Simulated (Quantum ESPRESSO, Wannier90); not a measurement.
# Wannier functions of CaO (rock salt)

```xyz
2
Lattice="0.0000 2.4036 2.4036 2.4036 0.0000 2.4036 2.4036 2.4036 0.0000" Properties=species:S:1:pos:R:3 pbc="T T T"
Ca     0.0000     0.0000     0.0000
O      2.4036     2.4036     2.4036
```

Structure: Materials Project mp-2605, symmetrised, not relaxed again. COD (Crystallography Open Database) has an entry of this formula and space group (matched by these alone). Level: PBEsol, no spin polarisation, no spin-orbit coupling; pw.x of Quantum ESPRESSO at 68 Ry with PseudoDojo potentials, 12×12×12 k-points, Wannier90. Density: 12×12×12 mesh, cold smearing 0.01 Ry.

A tight-binding model is made by disentanglement and projection with no localisation steps (num_iter = 0), so the 10 orbitals stay atom-like: hydrogen-like Ca: s;d; O: s;p, axes along x, y, z; frozen window up to 5.06 eV relative to the valence-band maximum. It follows pw.x to 3.9 meV rms for states up to 4.6 eV relative to the valence-band maximum. Matrix elements depend on this choice of orbitals and windows.

Problem. Which pairs of orbitals on different sites are coupled most strongly? Give distance, modulus and how many such pairs a cell has.

Solution. 
```tsv
orbital	orbital	distance of the centres (Å)	modulus (eV)	pairs
Ca dz2	O pz	2.40	1.55	2
Ca dz2	O s	2.40	1.41	2
Ca dx2-y2	O py	2.40	1.34	2
Ca dx2-y2	O px	2.40	1.34	2
Ca dx2-y2	O s	2.40	1.22	4
Ca s	O pz	2.40	0.83	2
Ca s	O py	2.40	0.83	2
Ca s	O px	2.40	0.83	2
Ca dz2	O py	2.40	0.77	2
Ca dz2	O px	2.40	0.77	2
Ca dxz	O px	2.40	0.73	2
Ca dyz	O py	2.40	0.73	2
Ca dxz	O pz	2.40	0.73	2
Ca dyz	O pz	2.40	0.73	2
Ca dxy	O py	2.40	0.73	2
Ca dxy	O px	2.40	0.73	2
Ca dz2	O s	2.40	0.71	4
Ca s	Ca s	3.40	0.63	6
Ca dxy	Ca dxy	3.40	0.58	2
Ca dxz	Ca dxz	3.40	0.58	2
Ca dyz	Ca dyz	3.40	0.58	2
Ca dxy	Ca s	3.40	0.42	4
Ca dxz	Ca s	3.40	0.42	4
Ca dyz	Ca s	3.40	0.42	4
Ca dxy	Ca dxy	3.40	0.25	4
Ca dxz	Ca dxz	3.40	0.25	4
Ca dyz	Ca dyz	3.40	0.25	4
Ca s	Ca s	4.81	0.22	3
Ca dz2	Ca s	4.81	0.18	2
Ca dx2-y2	Ca s	4.81	0.16	4
```
